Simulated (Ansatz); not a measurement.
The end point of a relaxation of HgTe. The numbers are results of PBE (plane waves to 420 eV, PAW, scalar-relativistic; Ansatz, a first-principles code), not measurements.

```
CELL_PARAMETERS angstrom
      4.07284    -2.35142     0.00000
      4.07284     2.35142     0.00000
     -2.71577     0.00000     7.67768
ATOMIC_POSITIONS crystal
  Hg 0.19572 0.69655 0.43958
  Hg 0.69655 0.19572 0.93958
  Te 0.82104 0.32128 0.31459
  Te 0.32128 0.82104 0.81459
```

Find the space group and the Wyckoff positions (tolerance 0.01 Å).

Space group F-43m (No. 216); a = b = c = 6.650 Å, α = β = γ = 90.00°

```json
[
 {"atom": "Hg", "site": "4d", "symmetry": "-43m", "x": "0.7500", "y": "0.7500", "z": "0.7500"},
 {"atom": "Te", "site": "4b", "symmetry": "-43m", "x": "0.5000", "y": "0.5000", "z": "0.5000"}
]
```

This is the zinc blende type.

Give the shortest distances between elements (the closest pairs, up to four, under 3.6 Å).

Hg–Te 2.88 Å.

```json
{
  "volume_per_atom": "36.76 Å³",
  "band_gap": "zero, with touching bands (no spin-orbit coupling)"
}
```

No spin polarisation in the result. Spin-orbit coupling is missing; with elements this heavy it can move band edges by tenths of an eV or more. The gap comes from the SCF mesh and the high-symmetry points alone.

It was reached from a disturbed copy of a C2/c (No. 15) cell, against which it lies -0.11 eV/atom.
